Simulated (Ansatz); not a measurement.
BaCuSF:
```xyz
8
Lattice="4.0350 0.0000 0.0000 0.0000 4.0350 0.0000 0.0000 0.0000 8.9616" Properties=species:S:1:pos:R:3 pbc="T T T"
Ba     0.0000     2.0175     7.3461
Ba     2.0175     0.0000     1.6155
Cu     2.0175     2.0175     4.4808
Cu     0.0000     0.0000     4.4808
S      0.0000     2.0175     3.1915
S      2.0175     0.0000     5.7701
F      2.0175     2.0175     0.0000
F      0.0000     0.0000     0.0000
```

Relaxed with PBEsol. Independent-particle spectrum: no excitons, no local fields, no scissors shift; 0.1 eV broadening; ε₁ of the summed bands alone.

Task: Tabulate the dielectric function from PBEsol in the plane-wave PAW code Ansatz.

Result: 

```
E (eV)  ε₁ xx  ε₂ xx  ε₁ zz  ε₂ zz
------  -----  -----  -----  -----
0.0      6.66   0.00   5.59   0.00
0.3      6.69   0.00   5.61   0.00
0.6      6.79   0.00   5.65   0.00
0.9      6.96   0.00   5.73   0.00
1.2      7.26   0.00   5.85   0.00
1.5      7.90   0.08   6.03   0.00
1.8      8.36   0.64   6.26   0.04
2.1      9.22   1.68   6.58   0.07
2.4      8.76   2.64   7.11   0.14
2.7      9.41   3.51   7.83   0.65
3.0      8.51   5.60   8.61   1.40
3.3      7.29   6.94   9.03   3.30
3.6      3.23   6.14   7.01   5.12
3.9      4.41   3.74   6.32   3.75
4.2      5.56   3.98   6.90   4.65
4.5      5.95   5.38   6.50   6.38
4.8      4.21   6.44   3.70   6.04
5.1      3.01   5.44   2.63   3.98
5.4      3.25   5.01   4.16   3.53
5.7      2.73   4.56   4.70   3.45
6.0      3.45   3.36   5.99   3.51
6.3      5.63   4.48   6.25   6.12
6.6      4.00   9.36   7.55  10.78
6.9     -0.75   8.40  -1.39  10.15
7.2     -0.70   3.84  -2.50   4.82
7.5      1.38   3.18   0.20   2.74
7.8      2.27   4.69   1.95   3.70
8.1      1.37   6.01   2.17   4.71
8.4     -0.32   4.53   0.75   7.37
8.7     -0.62   4.35  -1.23   3.57
9.0     -0.85   3.35  -0.16   2.95
9.3     -0.25   2.71   0.46   3.22
9.6      0.23   2.90  -0.29   3.19
9.9      0.28   3.09   0.48   2.93
10.2    -0.14   3.32   0.08   2.98
10.5    -0.51   2.73   0.29   3.14
10.8    -0.22   2.52   0.03   2.82
11.1    -0.47   2.56   0.13   3.17
11.4    -0.62   2.06  -0.62   2.62
11.7    -0.25   1.69  -0.46   2.01
12.0    -0.30   1.67  -0.32   1.83
```

Task: From ε at 1.7 eV (xx: 8.27 + 0.57i), find n, k, the normal reflectivity and the absorption coefficient.

Result: n = 2.88, k = 0.099, R = 24 %, α = 2kE/ħc = 17000 cm⁻¹.

With all bands, ε∞ without local fields is 6.83 (xx = yy), 5.76 (zz). DFPT, with local fields, gives 6.41 (xx = yy), 4.51 (zz).

Space group P4/nmm. The workflow started from a Materials Project entry (that database holds measured and hypothetical structures alike); the Crystallography Open Database copy checked does not list it. Its standing as an ambient phase is unchecked. The PBEsol relaxation kept the symmetry of its start; its stability against distortions is not shown here. The run is not spin-polarised. No Hubbard U is applied. Spin–orbit coupling is left out wherever it is not named.

Potentials: the earlier of the program's two PAW sets. The files were generated under PBE; for other functionals the program regenerates the frozen cores, and for LDA and PBEsol the local potential too.
